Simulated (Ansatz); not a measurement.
GaPt3:
```
CELL_PARAMETERS angstrom
     -2.74852     2.74852     3.96394
      2.74852    -2.74852     3.96394
      2.74852     2.74852    -3.96394
ATOMIC_POSITIONS crystal
  Ga 0.25000 0.75000 0.50000
  Ga 0.75000 0.25000 0.50000
  Pt 0.29360 0.20640 0.50000
  Pt 0.70640 0.79360 0.50000
  Pt 0.20640 0.70640 0.91281
  Pt 0.79360 0.29360 0.08719
  Pt 0.25000 0.25000 0.00000
  Pt 0.75000 0.75000 0.00000
```

This is the r²SCAN-relaxed structure.

Task: All from the program Ansatz at the r²SCAN level (PAW), unless another level is named. Give the density of states at the Fermi level.

Result: 0.55 states/eV per atom (mean over ±0.08 eV).

Task: Predict the formation energy from the elements (no fitted shifts).

Result: -0.48 eV/atom.

Space group I4/mcm. The first step of the workflow began from a Materials Project structure, measured or hypothetical; the Crystallography Open Database copy checked does not list it. COD files the formula under space group No. 127, so this cell is another polymorph or a model. Whether it is the stable phase at ambient conditions was not checked. The cell was relaxed with r²SCAN under the symmetry of its start; its stability against distortions is not shown here. No spin polarisation was allowed. The references are the lowest solids computed at this level, not always the standard phases. Spin–orbit coupling is left out wherever it is not named.

Potentials: the earlier of the program's two PAW sets.
